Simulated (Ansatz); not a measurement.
This is a relaxation of cell and atoms with the PAW code Ansatz on tetragonal HfO2 (relaxed group P4_2/nmc); the level of theory is PBEsol. It starts from the PBE minimum.

```yaml
crystal:
  lattice:
    - [3.6044027544, 0.0, 0.0]
    - [0.0, 3.6044027544, 0.0]
    - [0.0, 0.0, 5.2642250498]
  atoms:
    - { symbol: Hf, position: [0.0, 0.0, 0.0] }
    - { symbol: Hf, position: [0.5, 0.5, 0.5] }
    - { symbol: O, position: [0.0, 0.5, 0.3067655587] }
    - { symbol: O, position: [0.0, 0.5, 0.8067655587] }
    - { symbol: O, position: [0.5, 0.0, 0.6932344413] }
    - { symbol: O, position: [0.5, 0.0, 0.1932344413] }
kpoints:
  mp_grid: { grid: [6, 6, 4] }
hamiltonian:
  xc: pbesol
scf:
  occupations: { method: fermi_dirac, width: 0.02 }
relax:
  f_tol: 0.005
  cell: {}
```

The trajectory has 9 recorded frames, each with fractional positions and then forces in eV/Å along x, y and z. The last, and any step after a large change of cell, is solved on a basis re-selected at its cell; pressure is positive in compression.

Step 1: energy 0.0 meV/atom from step 1, largest force component 0.050 eV/Å, pressure -7.48 GPa; a = 3.604 Å, b = 3.604 Å, c = 5.264 Å, α = 90.00°, β = 90.00°, γ = 90.00°
```
Hf 0.0000 0.0000 0.0000     0.000   0.000   0.000
Hf 0.5000 0.5000 0.5000     0.000   0.000   0.000
O  0.0000 0.5000 0.3068     0.000   0.000   0.050
O  0.0000 0.5000 0.8068     0.000   0.000   0.050
O  0.5000 0.0000 0.6932     0.000   0.000  -0.050
O  0.5000 0.0000 0.1932     0.000   0.000  -0.050
```

Step 2: energy -11.1 meV/atom from step 1, largest force component 0.126 eV/Å, pressure +2.50 GPa; a = 3.560 Å, b = 3.560 Å, c = 5.165 Å, α = 90.00°, β = 90.00°, γ = 90.00°
```
Hf 0.0000 0.0000 0.0000     0.000   0.000   0.000
Hf 0.5000 0.5000 0.5000     0.000   0.000   0.000
O  0.0000 0.5000 0.3036     0.000   0.000  -0.126
O  0.0000 0.5000 0.8036     0.000   0.000  -0.126
O  0.5000 0.0000 0.6964     0.000   0.000   0.126
O  0.5000 0.0000 0.1964     0.000   0.000   0.126
```

Step 3: energy -11.4 meV/atom from step 1, largest force component 0.052 eV/Å, pressure +0.17 GPa; a = 3.565 Å, b = 3.565 Å, c = 5.193 Å, α = 90.00°, β = 90.00°, γ = 90.00°
```
Hf 0.0000 0.0000 0.0000     0.000   0.000   0.000
Hf 0.5000 0.5000 0.5000     0.000   0.000   0.000
O  0.0000 0.5000 0.3032     0.000   0.000  -0.052
O  0.0000 0.5000 0.8032     0.000   0.000  -0.052
O  0.5000 0.0000 0.6968     0.000   0.000   0.052
O  0.5000 0.0000 0.1968     0.000   0.000   0.052
```

Step 4: energy -11.9 meV/atom from step 1, largest force component 0.002 eV/Å, pressure -0.07 GPa; a = 3.567 Å, b = 3.567 Å, c = 5.176 Å, α = 90.00°, β = 90.00°, γ = 90.00°
```
Hf 0.0000 0.0000 0.0000     0.000   0.000   0.000
Hf 0.5000 0.5000 0.5000     0.000   0.000   0.000
O  0.0000 0.5000 0.3006     0.000   0.000  -0.002
O  0.0000 0.5000 0.8006     0.000   0.000  -0.002
O  0.5000 0.0000 0.6994     0.000   0.000   0.002
O  0.5000 0.0000 0.1994     0.000   0.000   0.002
```

Step 5: energy -11.9 meV/atom from step 1, largest force component 0.003 eV/Å, pressure -0.06 GPa; a = 3.569 Å, b = 3.569 Å, c = 5.169 Å, α = 90.00°, β = 90.00°, γ = 90.00°
```
Hf 0.0000 0.0000 0.0000     0.000   0.000   0.000
Hf 0.5000 0.5000 0.5000     0.000   0.000   0.000
O  0.0000 0.5000 0.3003     0.000   0.000  -0.003
O  0.0000 0.5000 0.8003     0.000   0.000  -0.003
O  0.5000 0.0000 0.6997     0.000   0.000   0.003
O  0.5000 0.0000 0.1997     0.000   0.000   0.003
```

Step 6: energy -12.0 meV/atom from step 1, largest force component 0.000 eV/Å, pressure 0.00 GPa; a = 3.568 Å, b = 3.568 Å, c = 5.170 Å, α = 90.00°, β = 90.00°, γ = 90.00°
```
Hf 0.0000 0.0000 0.0000     0.000   0.000   0.000
Hf 0.5000 0.5000 0.5000     0.000   0.000   0.000
O  0.0000 0.5000 0.3002     0.000   0.000   0.000
O  0.0000 0.5000 0.8002     0.000   0.000   0.000
O  0.5000 0.0000 0.6998     0.000   0.000   0.000
O  0.5000 0.0000 0.1998     0.000   0.000   0.000
```

Step 7: energy -10.2 meV/atom from step 1, largest force component 0.001 eV/Å, pressure -0.27 GPa; a = 3.568 Å, b = 3.568 Å, c = 5.170 Å, α = 90.00°, β = 90.00°, γ = 90.00°
```
Hf 0.0000 0.0000 0.0000     0.000   0.000   0.000
Hf 0.5000 0.5000 0.5000     0.000   0.000   0.000
O  0.0000 0.5000 0.3002     0.000   0.000   0.001
O  0.0000 0.5000 0.8002     0.000   0.000   0.001
O  0.5000 0.0000 0.6998     0.000   0.000  -0.001
O  0.5000 0.0000 0.1998     0.000   0.000  -0.001
```

Step 8: energy -10.3 meV/atom from step 1, largest force component 0.000 eV/Å, pressure 0.00 GPa; a = 3.567 Å, b = 3.567 Å, c = 5.166 Å, α = 90.00°, β = 90.00°, γ = 90.00°
```
Hf 0.0000 0.0000 0.0000     0.000   0.000   0.000
Hf 0.5000 0.5000 0.5000     0.000   0.000   0.000
O  0.0000 0.5000 0.2999     0.000   0.000   0.000
O  0.0000 0.5000 0.7999     0.000   0.000   0.000
O  0.5000 0.0000 0.7001     0.000   0.000   0.000
O  0.5000 0.0000 0.2001     0.000   0.000   0.000
```

Step 9: energy -10.2 meV/atom from step 1, largest force component 0.000 eV/Å, pressure -0.01 GPa; a = 3.567 Å, b = 3.567 Å, c = 5.166 Å, α = 90.00°, β = 90.00°, γ = 90.00°
```
Hf 0.0000 0.0000 0.0000     0.000   0.000   0.000
Hf 0.5000 0.5000 0.5000     0.000   0.000   0.000
O  0.0000 0.5000 0.2999     0.000   0.000   0.000
O  0.0000 0.5000 0.7999     0.000   0.000   0.000
O  0.5000 0.0000 0.7001     0.000   0.000   0.000
O  0.5000 0.0000 0.2001     0.000   0.000   0.000
```

The walk took 7 steps and changed the volume by -3.9 %. The last SCF, on a fresh basis, lies 10.2 meV an atom below the first. At the end: space group P4_2/nmc (No. 137), tetragonal; a = 3.567 Å, c = 5.166 Å in the conventional setting, 10.96 Å³ an atom. Around Hf lie 8 O at 2.06–2.36 Å; around O lie 4 Hf at 2.06–2.36 Å.

Run as `ansatz run input.yaml --threads 2 --pin off --max-ram 29491MiB --backend cpu --events-out ev --progress --plain --runs-dir out`. It took 17 s on 2 threads of AMD EPYC 7R13 Processor (Zen 3), with other jobs on the host; peak host memory 0.54 GiB.

Spin-unpolarised throughout. Whether this structure exists isn't addressed.
